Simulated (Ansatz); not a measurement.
# Structures of Hf$_{3}$O$_{2}$: which is lowest?

Plane-wave DFT in Ansatz with scalar-relativistic PAW potentials, cutoff 420 eV, Γ-centred meshes chosen by cell and gap, Gaussian smearing with energies taken to zero width. Every cell was relaxed (cell and atoms) in a run of its own, within the symmetry of its start. Functional: PBE.

Relaxed structures (starts from databases or built by putting these elements on another compound's sites):
A. P-3m1, 5 atoms in the computed cell, a = 3.265 Å, c = 9.868 Å; sites (symmetry × multiplicity) Hf -3m. × 1 + 3m. × 2, O 3m. × 2; start: built
B. R-3m, 5 atoms in the computed cell, a = 3.168 Å, c = 24.474 Å; sites (symmetry × multiplicity) Hf -3m × 3 + 3m × 6, O 3m × 6; start: built

**Question.** Rank them by energy. Could pressure change the order?

**Answer.**
| structure | group | E − E(lowest) (meV/atom) | V (Å³/atom) | gap on mesh (eV) |
| --- | --- | --- | --- | --- |
| A | P-3m1 | 0.0 | 18.22 | 0.00 |
| B | R-3m | 55 | 14.18 | 0.00 |

A is lowest, 55 meV/atom under B. B is denser by 4.04 Å³/atom, so pressure favours it: ΔE/ΔV, with ΔE in eV and 1 eV/Å³ = 160.2 GPa, gives about 2.2 GPa for equal enthalpy if both cells were rigid, a rough figure since the two compress differently. Other structures may lie lower than all of these, and vibrations aren't counted.

Spin-orbit coupling is left out, which matters for the bands of heavy elements.